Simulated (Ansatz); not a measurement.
KF (rock salt, space group No. 225), a = b = c = 5.3175 Å, α = β = γ = 90.00°; the cell used has 2 atoms.

Relaxed with r²SCAN.

Problem. Which orbitals make up the states near the band edges in the program Ansatz at the r²SCAN level (PAW)?

Solution. Top 1 eV of the valence band: F 2p 97 %. Bottom 1 eV of the conduction band: K 4s 80 %, F 2s 10 %. Projections are on Löwdin-orthogonalised atomic valence shells; empty p or d shells of many metals are not among them.

Problem. Tabulate the density of states.

Solution. States/eV per cell of 2 atoms, in 0.25 eV bins, energy from the valence-band maximum.

| E (eV) | total | F 2p | K 4s | K 3p |
|---|---|---|---|---|
| -7.85 | 0.00 | 0.00 | 0.00 | 0.00 |
| -7.60 | 0.00 | 0.00 | 0.00 | 0.00 |
| -7.35 | 0.00 | 0.00 | 0.00 | 0.00 |
| -7.10 | 0.00 | 0.00 | 0.00 | 0.00 |
| -6.85 | 0.00 | 0.00 | 0.00 | 0.00 |
| -6.60 | 0.00 | 0.00 | 0.00 | 0.00 |
| -6.35 | 0.00 | 0.00 | 0.00 | 0.00 |
| -6.10 | 0.00 | 0.00 | 0.00 | 0.00 |
| -5.85 | 0.00 | 0.00 | 0.00 | 0.00 |
| -5.60 | 0.00 | 0.00 | 0.00 | 0.00 |
| -5.35 | 0.00 | 0.00 | 0.00 | 0.00 |
| -5.10 | 0.00 | 0.00 | 0.00 | 0.00 |
| -4.85 | 0.00 | 0.00 | 0.00 | 0.00 |
| -4.60 | 0.00 | 0.00 | 0.00 | 0.00 |
| -4.35 | 0.00 | 0.00 | 0.00 | 0.00 |
| -4.10 | 0.00 | 0.00 | 0.00 | 0.00 |
| -3.85 | 0.00 | 0.00 | 0.00 | 0.00 |
| -3.60 | 0.00 | 0.00 | 0.00 | 0.00 |
| -3.35 | 0.00 | 0.00 | 0.00 | 0.00 |
| -3.10 | 0.00 | 0.00 | 0.00 | 0.00 |
| -2.85 | 0.00 | 0.00 | 0.00 | 0.00 |
| -2.60 | 0.00 | 0.00 | 0.00 | 0.00 |
| -2.35 | 0.00 | 0.00 | 0.00 | 0.00 |
| -2.10 | 0.00 | 0.00 | 0.00 | 0.00 |
| -1.85 | 0.00 | 0.00 | 0.00 | 0.00 |
| -1.60 | 0.00 | 0.00 | 0.00 | 0.00 |
| -1.35 | 0.00 | 0.00 | 0.00 | 0.00 |
| -1.10 | 0.00 | 0.00 | 0.00 | 0.00 |
| -0.85 | 0.10 | 0.09 | 0.01 | 0.00 |
| -0.60 | 4.16 | 3.90 | 0.18 | 0.02 |
| -0.35 | 8.95 | 8.67 | 0.08 | 0.07 |
| -0.10 | 10.80 | 10.51 | 0.01 | 0.16 |
| 0.15 | 0.00 | 0.00 | 0.00 | 0.00 |
| 0.40 | 0.00 | 0.00 | 0.00 | 0.00 |
| 0.65 | 0.00 | 0.00 | 0.00 | 0.00 |
| 0.90 | 0.00 | 0.00 | 0.00 | 0.00 |
| 1.15 | 0.00 | 0.00 | 0.00 | 0.00 |
| 1.40 | 0.00 | 0.00 | 0.00 | 0.00 |
| 1.65 | 0.00 | 0.00 | 0.00 | 0.00 |
| 1.90 | 0.00 | 0.00 | 0.00 | 0.00 |
| 2.15 | 0.00 | 0.00 | 0.00 | 0.00 |
| 2.40 | 0.00 | 0.00 | 0.00 | 0.00 |
| 2.65 | 0.00 | 0.00 | 0.00 | 0.00 |
| 2.90 | 0.00 | 0.00 | 0.00 | 0.00 |
| 3.15 | 0.00 | 0.00 | 0.00 | 0.00 |
| 3.40 | 0.00 | 0.00 | 0.00 | 0.00 |
| 3.65 | 0.00 | 0.00 | 0.00 | 0.00 |
| 3.90 | 0.00 | 0.00 | 0.00 | 0.00 |
| 4.15 | 0.00 | 0.00 | 0.00 | 0.00 |
| 4.40 | 0.00 | 0.00 | 0.00 | 0.00 |
| 4.65 | 0.00 | 0.00 | 0.00 | 0.00 |
| 4.90 | 0.00 | 0.00 | 0.00 | 0.00 |
| 5.15 | 0.00 | 0.00 | 0.00 | 0.00 |
| 5.40 | 0.00 | 0.00 | 0.00 | 0.00 |
| 5.65 | 0.00 | 0.00 | 0.00 | 0.00 |
| 5.90 | 0.00 | 0.00 | 0.00 | 0.00 |
| 6.15 | 0.00 | 0.00 | 0.00 | 0.00 |
| 6.40 | 0.00 | 0.00 | 0.00 | 0.00 |
| 6.65 | 0.00 | 0.00 | 0.00 | 0.00 |
| 6.90 | 0.00 | 0.00 | 0.00 | 0.00 |
| 7.15 | 0.05 | 0.00 | 0.04 | 0.00 |
| 7.40 | 0.08 | 0.00 | 0.07 | 0.00 |
| 7.65 | 0.11 | 0.00 | 0.09 | 0.00 |
| 7.90 | 0.14 | 0.01 | 0.11 | 0.00 |
| 8.15 | 0.17 | 0.01 | 0.14 | 0.00 |
| 8.40 | 0.20 | 0.01 | 0.16 | 0.00 |
| 8.65 | 0.24 | 0.01 | 0.20 | 0.01 |
| 8.90 | 0.44 | 0.02 | 0.23 | 0.01 |
| 9.15 | 0.77 | 0.02 | 0.30 | 0.01 |
| 9.40 | 1.11 | 0.03 | 0.37 | 0.01 |
| 9.65 | 1.62 | 0.05 | 0.56 | 0.01 |
| 9.90 | 2.45 | 0.07 | 0.89 | 0.01 |
| 10.15 | 1.73 | 0.03 | 0.54 | 0.00 |
| 10.40 | 1.43 | 0.02 | 0.36 | 0.00 |
| 10.65 | 2.42 | 0.02 | 0.52 | 0.01 |
| 10.90 | 1.80 | 0.02 | 0.40 | 0.00 |
| 11.15 | 0.82 | 0.01 | 0.22 | 0.00 |
| 11.40 | 0.40 | 0.00 | 0.14 | 0.00 |
| 11.65 | 0.18 | 0.00 | 0.00 | 0.00 |

Space group Fm-3m (rock salt). The cell was relaxed with r²SCAN under the symmetry of its start; phonons on a q-mesh show no instability.

Potentials: the later of the program's two PAW sets.
